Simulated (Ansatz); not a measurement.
The elements of this relaxed trial crystal are hidden behind letters.

```
lattice vectors (Å)
   2.1640   -7.7371    0.0000
   2.1640    7.7371    0.0000
   0.0000    0.0000    2.7805
fractional positions
X 0.5000 0.5000 0.5000
X 0.3036 0.6964 0.0000
X 0.1315 0.8685 0.5000
X 0.8685 0.1315 0.5000
X 0.6964 0.3036 0.0000
Z 0.0000 0.0000 0.0000
```

Level of theory: Ansatz, DFT PBE, scalar-relativistic, plane waves, PAW. Plane waves to 420 eV, a 10×10×14 mesh through Γ for the 6-atom cell and 0.10 eV Gaussian smearing; no spin polarisation.

```
Space group                                 : Cmmm (No. 65)
Conventional cell                           : a = 4.328 Å, b = 15.474 Å, c = 2.780 Å
Volume per atom                             : 15.52 Å³
Density                                     : 3.45 g/cm³
Energy over the elements                    : −0.16 eV/atom
Gap on the 10×10×14 mesh of the 6-atom cell : 0 eV (a metal)
```

Energies are uncorrected and count from the elements' standard states at the same level.

Task: X is a p-block element of period 3 and Z is a d-block element of period 4. Which elements are they?

Result: X = Al, Z = Ni, so the formula is Al5Ni. Density times volume gives a mean mass of 3.45 × 15.52/1.6605 = 32.2 u per atom, and this set has 32.3 u. Al on a site of symmetry mmm has 4 Ni at 2.57 Å, 2 Al at 2.78 Å, 4 Al at 2.97 Å and 4 Al at 3.34 Å; Al on a site of symmetry m2m has 8 Al at 2.73–2.78 Å, 2 Al at 3.00 Å and 2 Al at 3.34 Å; Ni is surrounded by 8 Al at 2.46–2.57 Å and 2 Ni at 2.78 Å; 1 more site not described. Other sets within the hints have nearly the same mass, so mass alone doesn't settle it; this one was computed.

Trial moments died out on the coarse mesh, so the last step has no spin; another magnetic start might hold. A structure relaxed within its symmetry needn't be a true minimum.
